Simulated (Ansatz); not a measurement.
Cells of Si2W relaxed with PBEsol (plane waves to 420 eV, PAW, scalar-relativistic; Ansatz, a quantum-chemistry and plane-wave program), each with a space-group label. One label is wrong.

**A**, labelled P6₂22 (No. 180)
```yaml
crystal:
  lattice:
    - [1.59574, -6.12819, 0.00000]
    - [1.59574, 6.12819, 0.00000]
    - [0.00000, 0.00000, 4.16976]
  atoms:
    - { symbol: Si, position: [0.06552, 0.93448, 0.75000] }
    - { symbol: Si, position: [0.93448, 0.06552, 0.25000] }
    - { symbol: Si, position: [0.73439, 0.26561, 0.75000] }
    - { symbol: Si, position: [0.26561, 0.73439, 0.25000] }
    - { symbol: W, position: [0.39992, 0.60008, 0.75000] }
    - { symbol: W, position: [0.60008, 0.39992, 0.25000] }
```

**B**, labelled Fm-3m (No. 225)
```
CELL_PARAMETERS angstrom
      0.00000     2.91732     2.91732
      2.91732     0.00000     2.91732
      2.91732     2.91732     0.00000
ATOMIC_POSITIONS crystal
  W  0.00000 0.00000 0.00000
  Si 0.25000 0.25000 0.25000
  Si 0.75000 0.75000 0.75000
```

**C**, labelled Cmmm (No. 65)
```xyz
6
Lattice="2.7673 -3.5049 0.0000 2.7673 3.5049 0.0000 0.0000 0.0000 5.0305" Properties=species:S:1:pos:R:3 pbc="T T T"
Si     2.7673     0.0000     1.2261
Si     2.7673     0.0000     3.8045
Si     1.3836    -1.7524     0.0000
Si     1.3836     1.7524     0.0000
W      1.3836    -1.7524     2.5153
W      1.3836     1.7524     2.5153
```

Which label is wrong, and what should it be (tolerance 0.01 Å)?

A: its symmetry is Cmcm (No. 63), oS12; a = 3.191 Å, b = 12.256 Å, c = 4.170 Å, α = 90.00°, β = 90.00°, γ = 90.00°.

Each run could gain symmetry but not lose that of its start, so entries can be saddle points. All of these are generated cells (placed on structure types, drawn at random, substituted or restacked) that were not matched to a known phase here.

No spin polarisation in the result.
